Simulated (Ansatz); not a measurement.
Computed with DFT PBE, scalar-relativistic, plane waves, PAW in Ansatz 0.2.0. Settings: cutoff 420 eV, Γ-centred meshes spaced at most about 0.3 Å⁻¹, and about 0.25 Å⁻¹ or finer for metals (2π included), Gaussian smearing. No spin polarisation in the final relaxations.

These are static total energies at zero pressure.

Compare these two cells of AlSiN, each relaxed at this level.

A.

```
Al Si N
1.0
     3.08101    0.00000    0.00000
     0.00000    3.08101    0.00000
     0.00000    0.00000    9.36774
Al Si N
2 2 2
Direct
  0.00000 0.50000 0.59961
  0.50000 0.00000 0.40039
  0.00000 0.00000 0.00000
  0.50000 0.50000 0.00000
  0.00000 0.50000 0.39068
  0.50000 0.00000 0.60932
```

B.

```
Al Si N
1.0
     2.63691    0.00000    0.00000
     0.00000    2.63691    0.00000
     0.00000    0.00000    7.64085
Al Si N
1 1 1
Direct
  0.50000 0.50000 0.00000
  0.50000 0.50000 0.50000
  0.00000 0.00000 0.00000
```

Problem. Which form is favoured at zero pressure, and by what margin per atom?

Solution. B is lower, by 141 meV/atom. A has space group P4/nmm (No. 129), 14.8 Å³/atom and no gap on its mesh; B has space group P4/mmm (No. 123), 17.7 Å³/atom and no gap. Counting N atoms around Al and Si (those within 1.25 times the shortest such distance or 1.15 times the sum of covalent radii, 1.27 where that leaves under three; a plus sign parts nearer from farther groups; the shortest distance is added where it exceeds 1.18 times the sum of covalent radii), A has Al 1+4, Si 4 from 4.0 Å and B has Al 4, Si 8 from 4.3 Å. A holds Si–Si nets (shortest 2.18 Å); in B the shortest Si–Si distance is 2.64 Å, near bonding range too. In A, Al is surrounded by 1 N at 1.96 Å and 4 N at 2.18 Å; Si has 4 Si at 2.18 Å; N has 1 Al at 1.96 Å and 4 Al at 2.18 Å. In B, around Al lie 4 N at 1.86 Å; Si is surrounded by 4 Si at 2.64 Å; N is surrounded by 4 Al at 1.86 Å. Both come from invented guesses. A third cell relaxed alike, in P4/mmm, lies 85 meV/atom below the lower of the two.

No dispersion correction is applied, so the spacing and binding between layers, chains or molecules are poorly described (P4/nmm, P4/mmm), and this can change margins and order among such cells. A magnetic state wasn't ruled out in cells without spin, among them P4/nmm. Cells relaxed within their symmetry can be saddle points.
